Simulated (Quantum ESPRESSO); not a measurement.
# Moving one atom in AlGa2InP4

Calculated results; nothing here was measured. They come from pw.x of Quantum ESPRESSO 7.5, a plane-wave density functional program, with PseudoDojo standard norm-conserving files (v0.5 for PBE, v0.4.1 for LDA and PBEsol). The cells are made up: elements, strain and atom displacements were drawn at random, and nothing was relaxed. There is no spin polarisation, spin-orbit coupling or dispersion term.

The cell has 8 sites of a zincblende or diamond lattice. Sites 1 to 4 hold Al Ga In Ga; sites 5 to 8 hold P P P P. Cell vectors in Å: (5.615, 0.025, -0.002); (0.025, 5.554, -0.034); (-0.002, -0.034, 5.680). Settings: PBE, cutoff 1088 eV, 4 x 4 x 4 k mesh shifted by half a step, Fermi-Dirac smearing of 0.025 eV.

Each run shifts the P atom on site 8 along y and leaves all else fixed. Site 3 is one of its nearest neighbours. E is the free energy of the cell above the lowest run shown.

```
run  shift (Å)  Fy on site 8 (eV/Å)  Fy on site 3 (eV/Å)  P (GPa)  E (meV)
  1    -0.1066                0.277               -0.335     1.49      0.0
  3    -0.0097               -0.795                0.011     1.58     25.0
  4     0.0136               -1.053                0.099     1.63     46.5
  5     0.0781               -1.761                0.350     1.80    137.3
  6     0.1314               -2.336                0.562     2.00    246.5
  7     0.1466               -2.497                0.623     2.07    283.2
  2    -0.0461                    ?                    ?        ?        ?
```

A rerun of one of these cells at 1377 eV and k mesh 6 x 6 x 6 moved values by no more than 0.008 eV in the cell's energy, 0.02 GPa in stress and 0.002 eV/Å in force.

## Worked fit

A parabola through the six runs shown gives Fy on site 8 = -0.904 - 11.00 u + 0.8 u² eV/Å, with u in Å and a scatter of 0.003 eV/Å. Minus the slope, 11.00 ± 0.07 eV/Å², is this atom's force constant along y at u = 0, with its periodic images moving too. The fitted force vanishes at u = -0.082 Å, where the energy should be lowest along this line. The error is the larger of the fit's own and the change that a cubic makes, rounded up.

## Withheld run

Question: what Fy on site 8 should run 2 give?

The fit gives -0.395 eV/Å. The calculation gave -0.391 eV/Å.

| run | shift (Å) | Fy on site 8 (eV/Å) | Fy on site 3 (eV/Å) | P (GPa) | E (meV) |
| --- | --- | --- | --- | --- | --- |
| 2 | -0.0461 | -0.391 | -0.123 | 1.53 | 3.4 |